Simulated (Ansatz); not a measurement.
Given:

SrTiO3:
```cif
data_O12Sr4Ti4
_chemical_formula_sum 'Sr4 Ti4 O12'
_space_group_name_H-M_alt 'I4/mcm'
_space_group_IT_number 140
_space_group_name_Hall '-I 4 2c'
_cell_length_a 5.43110
_cell_length_b 5.43110
_cell_length_c 7.74230
_cell_angle_alpha 90.000
_cell_angle_beta 90.000
_cell_angle_gamma 90.000
loop_
_atom_site_label
_atom_site_type_symbol
_atom_site_symmetry_multiplicity
_atom_site_Wyckoff_symbol
_atom_site_fract_x
_atom_site_fract_y
_atom_site_fract_z
_atom_site_occupancy
Sr1 Sr 4 b 0.00000 0.50000 0.25000 1
Ti1 Ti 4 c 0.00000 0.00000 0.00000 1
O1 O 8 h 0.22258 0.27742 0.00000 1
O2 O 4 a 0.00000 0.00000 0.25000 1
```
(The calculation used a cell of 10 atoms; values per cell refer to that cell.)

This is the LDA-relaxed structure.

**Question.** All from the program Ansatz at the LDA level (PAW), unless another level is named. Estimate the static dielectric constant ε0 (ions relaxed, cell fixed).

**Answer.** 830 (xx = yy), 641 (zz).

**Question.** What about the Born charges (a third of the trace)?

**Answer.** Sr +2.53, Ti +7.27, O -3.27 to -3.26 e.

**Question.** Predict the electronic dielectric constant ε∞ (DFPT).

**Answer.** 6.31 (xx = yy), 6.35 (zz).

The first step of the workflow began from a Materials Project structure, measured or hypothetical; the Crystallography Open Database files this formula in space group No. 140, but the cells were not matched. It is not the phase usual at ambient conditions (space group No. 221). The cell was relaxed with LDA under the symmetry of its start; its stability against distortions is not shown here. No spin polarisation was allowed. Scalar-relativistic: spin–orbit coupling is off unless named, which matters more the heavier the elements.

Potentials: the later of the program's two PAW sets.
